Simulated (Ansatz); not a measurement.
TaAs:
```cif
data_As2Ta2
_chemical_formula_sum 'Ta2 As2'
_space_group_name_H-M_alt 'P 1'
_space_group_IT_number 1
_cell_length_a 6.27904
_cell_length_b 6.27904
_cell_length_c 6.27904
_cell_angle_alpha 148.311
_cell_angle_beta 148.311
_cell_angle_gamma 45.426
loop_
_space_group_symop_operation_xyz
  'x, y, z'
loop_
_atom_site_label
_atom_site_type_symbol
_atom_site_fract_x
_atom_site_fract_y
_atom_site_fract_z
_atom_site_occupancy
Ta1 Ta 0.75030 0.25030 0.50000 1
Ta2 Ta 0.00030 0.00030 0.00000 1
As1 As 0.33230 0.83230 0.50000 1
As2 As 0.58230 0.58230 0.00000 1
```

Relaxed with PBEsol.

### Question
Which orbitals make up the states near the Fermi level in PBEsol in the plane-wave PAW code Ansatz?

### Answer
Within 0.5 eV of the Fermi level: Ta 5d 86 %, As 4p 10 %. Projections are on Löwdin-orthogonalised atomic valence shells; empty p or d shells of many metals are not among them.

### Question
Tabulate the density of states.

### Answer
States/eV per cell of 4 atoms, in 0.25 eV bins, energy from the Fermi level.

```csv
E (eV),total,Ta 5d,As 4p,Ta 6s
-7.85,0.00,0.00,0.00,0.00
-7.60,0.00,0.00,0.00,0.00
-7.35,0.30,0.05,0.17,0.06
-7.10,0.68,0.12,0.37,0.13
-6.85,0.97,0.20,0.54,0.15
-6.60,1.35,0.33,0.74,0.18
-6.35,1.49,0.39,0.82,0.19
-6.10,2.51,0.70,1.41,0.28
-5.85,2.84,0.93,1.56,0.23
-5.60,2.37,0.82,1.29,0.16
-5.35,1.04,0.33,0.54,0.08
-5.10,1.36,0.41,0.79,0.06
-4.85,1.99,0.63,1.16,0.09
-4.60,2.23,0.74,1.28,0.09
-4.35,2.45,0.82,1.42,0.09
-4.10,2.47,0.92,1.38,0.07
-3.85,2.54,1.02,1.36,0.06
-3.60,2.85,1.22,1.49,0.06
-3.35,2.98,1.26,1.58,0.06
-3.10,3.98,1.70,2.11,0.07
-2.85,3.59,1.63,1.82,0.05
-2.60,3.44,1.74,1.58,0.04
-2.35,2.41,1.31,1.02,0.04
-2.10,1.41,0.85,0.51,0.02
-1.85,1.24,0.83,0.35,0.02
-1.60,2.76,2.12,0.46,0.07
-1.35,4.02,3.14,0.45,0.24
-1.10,3.24,2.53,0.40,0.12
-0.85,2.92,2.37,0.34,0.06
-0.60,1.57,1.28,0.22,0.01
-0.35,0.77,0.63,0.11,0.01
-0.10,0.22,0.19,0.02,0.00
0.15,0.62,0.55,0.05,0.00
0.40,1.83,1.59,0.16,0.01
0.65,1.56,1.32,0.18,0.01
0.90,1.72,1.46,0.18,0.01
1.15,2.04,1.74,0.18,0.02
1.40,2.80,2.37,0.24,0.04
1.65,2.53,2.08,0.25,0.05
1.90,2.57,2.07,0.26,0.06
2.15,3.21,2.42,0.38,0.12
2.40,3.66,2.68,0.41,0.22
2.65,3.99,2.86,0.40,0.30
2.90,4.04,2.80,0.52,0.25
3.15,4.47,2.97,0.62,0.27
3.40,3.39,2.02,0.51,0.38
3.65,3.58,2.03,0.69,0.33
3.90,4.36,2.41,0.90,0.36
```

Space group I4_1md. Symmetry was held in the PBEsol relaxation. The run is not spin-polarised. A small band overlap can be real or an error of a semilocal functional. Spin–orbit coupling is left out wherever it is not named.

Potentials: the earlier of the program's two PAW sets. The files were generated under PBE; for other functionals the program regenerates the frozen cores, and for LDA and PBEsol the local potential too.
